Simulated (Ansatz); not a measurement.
**Be$_{3}$Zn$_{2}$Se$_{5}$ (I-4m2) at 2 levels of theory**

One geometry, relaxed with PBE; plane waves with PAW potentials in Ansatz, scalar-relativistic. No spin polarisation. Gaps are the least over mesh and band path; pressure is positive in compression.

Space group I-4m2 (No. 119). a = 3.799 Å, b = 3.799 Å, c = 27.311 Å, α = 90.00°, β = 90.00°, γ = 90.00°
```
atom  site  symmetry       x       y       z
  Be    2a      -4m2  0.0000  0.0000  0.0000
  Be    4e      2mm.  0.5000  0.5000  0.0921
  Zn    4e      2mm.  0.0000  0.0000  0.1940
  Se    4f      2mm.  0.0000  0.5000  0.1374
  Se    2d      -4m2  0.5000  0.0000  0.2500
  Se    4f      2mm.  0.5000  0.0000  0.4540
```

```
level  cutoff (eV)    k mesh  gap (eV)  pressure (GPa)
  PBE          420  10×10×10      2.36             0.0
```

Task: What comes out on the same cell with r2SCAN?

Result:
```
 level  cutoff (eV)    k mesh  gap (eV)  pressure (GPa)
r2SCAN          500  10×10×10      2.92            -1.4
```

It was reached by relaxing an invented guess, and it needn't be the stable form of this composition.
